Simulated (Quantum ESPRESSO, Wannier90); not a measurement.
# Tight-binding from DFT: NbPd3 (I4/mmm)

```
begin unit_cell_cart
ang
    3.9165400000    0.0000000000    0.0000000000
    0.0000000000    3.9165400000    0.0000000000
   -1.9582700000   -1.9582700000    4.0180300000
end unit_cell_cart
begin atoms_frac
Nb   0.0000000000  0.0000000000  0.0000000000
Pd   0.5000000000  0.5000000000  0.0000000000
Pd   0.2500000000 -0.2500000000  0.5000000000
Pd  -0.2500000000  0.2500000000  0.5000000000
end atoms_frac
```

Cell from Materials Project (mp-1135), symmetrised, no further relaxation. COD (Crystallography Open Database) has the formula in 2 space groups, this one among them (matched by group alone). Method: PBEsol plane waves in Quantum ESPRESSO 7.5 (PseudoDojo norm-conserving files, 66 Ry, no spin polarisation, no spin-orbit coupling), Bloch states on a 4×4×4 mesh through Γ, Wannier90 4.0.1. Density: 12×12×12 mesh, cold smearing 0.01 Ry.

A tight-binding model is made by disentanglement and projection with no localisation steps (num_iter = 0), so the 36 orbitals stay atom-like: hydrogen-like Nb: s;p;d; Pd: s;p;d, axes along x, y, z; frozen window up to 1.50 eV relative to the Fermi level. It follows pw.x to 65 meV rms for states up to 1.0 eV relative to the Fermi level. Matrix elements depend on this choice of orbitals and windows. Bands 4 (Nb 4s 98 %), 14–16 (Nb 4p 99 %) lie between the kept ones and are excluded.

The 20 largest hoppings ⟨m,0|H|n,R⟩ between different sites (one of each Hermitian pair; signs follow the real orbitals' lobes; the list may end inside a set of equal values):

| m | n | R | distance of the centres (Å) | t (eV) |
|---|---|---|---|---|
| Pd3 s | Nb1 pz | 0 0 0 | 2.81 | 5.775 |
| Pd4 s | Nb1 pz | 0 0 1 | 2.81 | -5.775 |
| Nb1 pz | Pd3 s | 0 1 0 | 2.81 | 5.775 |
| Pd4 s | Nb1 pz | 0 1 1 | 2.81 | -5.775 |
| Pd4 s | Nb1 pz | 0 0 0 | 2.81 | 5.774 |
| Pd3 s | Nb1 pz | 0 0 1 | 2.81 | -5.774 |
| Nb1 pz | Pd4 s | 1 0 0 | 2.81 | 5.774 |
| Pd3 s | Nb1 pz | 1 0 1 | 2.81 | -5.774 |
| Pd2 s | Nb1 px | 0 1 0 | 2.77 | 5.557 |
| Pd2 s | Nb1 px | 1 0 0 | 2.77 | -5.557 |
| Pd2 s | Nb1 py | 0 1 0 | 2.77 | -5.556 |
| Pd2 s | Nb1 py | 1 0 0 | 2.77 | 5.556 |
| Pd2 s | Nb1 px | 0 0 0 | 2.77 | 5.556 |
| Pd2 s | Nb1 px | 1 1 0 | 2.77 | -5.556 |
| Pd2 s | Nb1 py | 0 0 0 | 2.77 | 5.555 |
| Pd2 s | Nb1 py | 1 1 0 | 2.77 | -5.555 |
| Pd3 s | Nb1 py | 0 0 0 | 2.81 | -5.164 |
| Pd4 s | Nb1 py | 0 0 1 | 2.81 | 5.164 |
| Nb1 py | Pd3 s | 0 1 0 | 2.81 | 5.164 |
| Pd4 s | Nb1 py | 0 1 1 | 2.81 | -5.164 |
